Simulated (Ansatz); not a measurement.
## Relaxing CoSn

**What was measured.** From “Fantastic flat bands and where to find them: The CoSn-type compounds”, 2020, arxiv:2005.14119, for a powder of CoSn at 15 K: lattice constant a 5.26926 ± 0.00006 Å; lattice constant c 4.2431 ± 0.00005 Å.

The computed numbers are results of r²SCAN, scalar-relativistic (collinear spin) in the plane-wave PAW code Ansatz at 500 eV, Γ-centred 6×6×8 mesh, 0.05 eV Gaussian smearing. The datasets are Ansatz's generated set soft_2.

The chain of runs began from a structure of the Materials Project database, expanded in volume; all values here are this work's own. Such entries can be computed or ordered models and not known phases.

The first cell:

```yaml
crystal:
  lattice:
    - [5.24604, 0.00000, 0.00000]
    - [-2.62302, 4.54320, 0.00000]
    - [0.00000, 0.00000, 4.18759]
  atoms:
    - { symbol: Co, position: [0.00000, 0.50000, 0.00000] }
    - { symbol: Co, position: [0.50000, 0.50000, 0.00000] }
    - { symbol: Co, position: [0.50000, 0.00000, 0.00000] }
    - { symbol: Sn, position: [0.66667, 0.33333, 0.50000] }
    - { symbol: Sn, position: [0.33333, 0.66667, 0.50000] }
    - { symbol: Sn, position: [0.00000, 0.00000, 0.00000] }
```

Starting moments (μB, in the order of the atoms): 1.5, 1.5, 1.5, 0.0, 0.0, 0.0.

The first steps of the search for zero pressure:

| run | level | k-mesh | kind | V (Å³/atom) | P (GPa) | gap on the mesh (eV) |
| --- | --- | --- | --- | --- | --- | --- |
| 1 | PBE, 420 eV | 4×4×6 | cell and atoms relaxed | 17.14 | 0.0 | metal |
| 2 | r²SCAN | 6×6×8 | shape and atoms relaxed, volume fixed | 17.14 | -4.2 | metal |

**Question.** At which volume does r²SCAN reach zero pressure?

**Answer.** 16.60 Å³/atom, about 0.2 % under the start.

The steps that followed:

| run | level | k-mesh | kind | V (Å³/atom) | P (GPa) | E − E(final) (meV/atom) | gap on the mesh (eV) |
| --- | --- | --- | --- | --- | --- | --- | --- |
| 3 | r²SCAN | 6×6×8 | shape and atoms relaxed, volume fixed | 16.66 | -0.5 | 0.1 | metal |
| 4 | r²SCAN | 6×6×8 | shape and atoms relaxed, volume fixed | 16.60 | 0.0 | 0.0 | metal |

The cell is relaxed to zero pressure at this level.

The final structure (symmetry read at 0.01 Å). Symmetry: P6/mmm, No. 191, hexagonal system. The conventional cell has a = 5.244 Å, b = 5.244 Å, c = 4.183 Å, α = 90.00°, β = 90.00°, γ = 120.00°. Co (site symmetry mmm) is surrounded by 6 Sn at 2.58 to 2.62 Å and 4 Co at 2.62 Å. Sn (site symmetry -6m2) has 6 Co at 2.58 Å as nearest neighbours. Sn (site symmetry 6/mmm) is surrounded by 6 Co at 2.62 Å. (Neighbours are counted to 15 % beyond the shortest distance.)

```tsv
atom	site	symmetry	x	y	z
Co	3f	mmm	0.0000	0.5000	0.0000
Sn	2d	-6m2	0.6667	0.3333	0.5000
Sn	1a	6/mmm	0.0000	0.0000	0.0000
```

- None of 3 magnetic starts ended more than 0.5 meV/atom under the solution without spin polarisation.
- At the final geometry the gap, band path included, is zero (metallic) and no site carries a moment.
- The equation of state gives B0 = 143 GPa and B0′ = 4.8.
- Against the elements' standard states, run alike and uncorrected, the formation energy is -0.01 eV/atom.
- The runs in the table took roughly 13 core-minutes.

**Why it comes out so.**

With 93 valence electrons in the calculation's cell and no magnetic order, the bands, two electrons each, can't all be full or empty: band theory demands a metal. (Only strong correlation, outside this picture, could make a Mott insulator of it.)

**Against experiment.** Measured lattice constant a of CoSn: 5.26926 Å (15 K; powder; “Fantastic flat bands and where to find them: The CoSn-type compounds”, 2020, arxiv:2005.14119). This calculation gives 5.244 Å (-0.5 %). 2 values of this kind are on record (5.26926 to 5.272 Å); this one was drawn at random, those with a stated uncertainty first. Measured lattice constant c of CoSn: 4.2431 Å (15 K; powder; “Fantastic flat bands and where to find them: The CoSn-type compounds”, 2020, arxiv:2005.14119). This calculation gives 4.183 Å (-1.4 %). 2 values of this kind are on record (4.2431 to 4.246 Å); this one was drawn at random, those with a stated uncertainty first. The calculation is for a static lattice, without zero-point motion or thermal expansion.
